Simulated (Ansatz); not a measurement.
One crystal and one scan (energy over volume and axial ratio) at two levels, PBE (plane waves to 420 eV, PAW, scalar-relativistic; Ansatz, a first-principles code) and PBEsol (plane waves to 420 eV, PAW, scalar-relativistic; Ansatz), each from its own relaxed cell and on its own mesh. The cell shown is that of PBE.

CsCl (CsCl type)

```
CELL_PARAMETERS angstrom
      4.20527     0.00000     0.00000
      0.00000     4.20527     0.00000
      0.00000     0.00000     4.20527
ATOMIC_POSITIONS crystal
  Cs 0.00000 0.00000 0.00000
  Cl 0.50000 0.50000 0.50000
```

Two coordinates are scanned: the volume, and the ratio of the stretch along z (the conventional c axis) to the stretch across it. Atoms keep their fractional coordinates.

Energies are smeared free energies. CsCl was relaxed with its symmetry unable to fall. Percentages come from the unrounded values.

```csv
quantity,PBE,PBEsol,PBE − PBEsol
Lattice constant a (Å),4.205,4.069,+0.136 (+3.4 %)
"Shear modulus C′ = (C11 − C12)/2 (fit, atoms clamped) (GPa)",13.5,14.3,-0.8 (-6 %)
```

PBE gives the higher value for: lattice constant a. PBE gives the lower value for: shear modulus C′.

(A scan under strain: stresses follow from slopes of the energy per volume, elastic moduli from its curvatures.)
